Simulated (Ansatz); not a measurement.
Relaxed-ion elastic tensor of Si in space group Cmcm (No. 63; Si on 8f, Si on 8f, Si on 8f) in GPa (Voigt order), plane-wave PAW r²SCAN (Ansatz code); density 2.15 g/cm³, 21.70 Å³ per atom.

```
      1     2     3     4     5     6
-  ----  ----  ----  ----  ----  ----
1   172  37.2  36.6   0.0   0.0   0.0
2  37.2   207  43.1   0.0   0.0   0.0
3  36.6  43.1   152   0.0   0.0   0.0
4   0.0   0.0   0.0  36.8   0.0   0.0
5   0.0   0.0   0.0   0.0  42.3   0.0
6   0.0   0.0   0.0   0.0   0.0  53.4
```

**Question.** Is the crystal mechanically stable?

**Answer.** Yes: the smallest eigenvalue of C is 36.8 GPa.

**Question.** Work out the Voigt, Reuss and Hill averages.

**Answer.** K_V = 85.0, K_R = 83.7, K_H = 84.3; G_V = 54.1, G_R = 50.4, G_H = 52.3 GPa.

**Question.** Give Young's modulus, Poisson's ratio, Pugh's ratio and the universal anisotropy index.

**Answer.** E = 9KG/(3K + G) = 130 GPa; ν = 0.24; K/G = 1.61 (brittle by the Pugh limit of 1.75); A_U = 5G_V/G_R + K_V/K_R − 6 = 0.38.

**Question.** Estimate the sound speeds and the Debye temperature.

**Answer.** v_l = √((K + 4G/3)/ρ) = 8470 m/s, v_t = √(G/ρ) = 4930 m/s, mean 5470 m/s; Θ = (h/k)(3n/4πV)^(1/3) v_m = 584 K.

**Question.** Solve the Christoffel equation for the three sound speeds along x, y, z.

**Answer.** Eigenvalues of C_ijkl n_j n_l equal ρv². In km/s, slowest first: x 4.44, 4.98, 8.93; y 4.14, 4.98, 9.82; z 4.14, 4.44, 8.42.

**Question.** How much does each axis shrink under pressure?

**Answer.** Linear compressibilities β_i = Σ_j S_ij (j = 1 to 3): x 4.2, y 3.1, z 4.7 per TPa.

The workflow started from a Materials Project entry (that database holds measured and hypothetical structures alike); the Crystallography Open Database copy checked does not list it. It is not the phase usual at ambient conditions (space group No. 227). The r²SCAN relaxation kept the symmetry of its start; its stability against distortions is not shown here.

Potentials: the later of the program's two PAW sets.
